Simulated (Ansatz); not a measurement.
Sr$_{3}$SbN:
```
Sr3SbN
1.0
    5.18568     0.00000     0.00000
    0.00000     5.18568     0.00000
    0.00000     0.00000     5.18568
Sr Sb N
3 1 1
Cartesian
  0.00000   2.59284   2.59284
  2.59284   0.00000   2.59284
  2.59284   2.59284   0.00000
  0.00000   0.00000   0.00000
  2.59284   2.59284   2.59284
```

DFT-r²SCAN in the program Ansatz with PAW potentials gives a gap of 0.57 eV without spin–orbit coupling, maximum at Γ, minimum at Γ.

Question: What happens when spin–orbit coupling is switched on?

Answer: The gap shrinks by 0.04 eV, to 0.53 eV; maximum at Γ, minimum at Γ.

Question: How large is the spin–orbit splitting of the valence top at Γ?

Answer: The fourfold level lies 0.11 eV above the split-off pair.

Question: Give the electron effective mass with spin–orbit coupling, band 1 of 2 at the edge.

Answer: 0.68 along [100], 0.34 along [110], 0.25 along [111] (mₑ).

Question: Give the electron effective mass with spin–orbit coupling, band 2 of 2 at the edge.

Answer: 0.13 along [100], 0.16 along [110], 0.20 along [111] (mₑ).

Question: Give the hole effective mass with spin–orbit coupling, band 1 of 2 at the edge.

Answer: 0.44 along [100], 0.37 along [110], 0.35 along [111] (mₑ).

Question: Give the hole effective mass with spin–orbit coupling, band 2 of 2 at the edge.

Answer: 0.16 along [100], 0.17 along [110], 0.17 along [111] (mₑ).

Space group Pm-3m (anti-perovskite). The first step of the workflow began from a Materials Project structure, measured or hypothetical; the Crystallography Open Database copy checked does not list it. Whether it is the stable phase at ambient conditions was not checked. Symmetry was held in the r²SCAN relaxation; its stability against distortions is not shown here.

Potentials: the later of the program's two PAW sets.
